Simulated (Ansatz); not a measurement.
MgSe (rock salt), conventional cell a = 5.4498 Å, b = 5.4498 Å, c = 5.4498 Å, α = 90.00°, β = 90.00°, γ = 90.00°. The calculation uses the primitive cell of 2 atoms, to which meshes and values per cell refer.

Grid over V/V₀ and (c/a)/(c/a)₀, subscript 0 meaning the relaxed cell; the conventional c axis lies along z; no internal relaxation.

Calculation: PBEsol (plane waves to 420 eV, PAW, scalar-relativistic; Ansatz, a quantum-chemistry and plane-wave program). k mesh 10×10×10 (Γ-centred), Fermi-Dirac smearing 0.05 eV. Stress and pressure are positive under compression. MgSe was relaxed with its symmetry unable to fall. 

Question: Predict the σxx (GPa) at all points of the grid V/V₀ = 0.960, 0.980, 1.000, 1.020, 1.040 by (c/a)/(c/a)₀ = 0.880, 0.940, 1.000, 1.060, 1.120.

Answer: σxx (GPa), with V/V₀ across and (c/a)/(c/a)₀ down:

```
(c/a)/(c/a)₀ \ V/V₀  0.960  0.980  1.000  1.020  1.040
-------------------  -----  -----  -----  -----  -----
0.880                 -0.5   -1.6   -2.6   -3.5   -4.3
0.940                  0.9   -0.4   -1.6   -2.6   -3.6
1.000                  2.9    1.4    0.0   -1.2   -2.3
1.060                  5.4    3.7    2.1    0.7   -0.6
1.120                  8.6    6.6    4.8    3.1    1.6
```

(A scan under strain: stresses follow from slopes of the energy per volume, elastic moduli from its curvatures.)
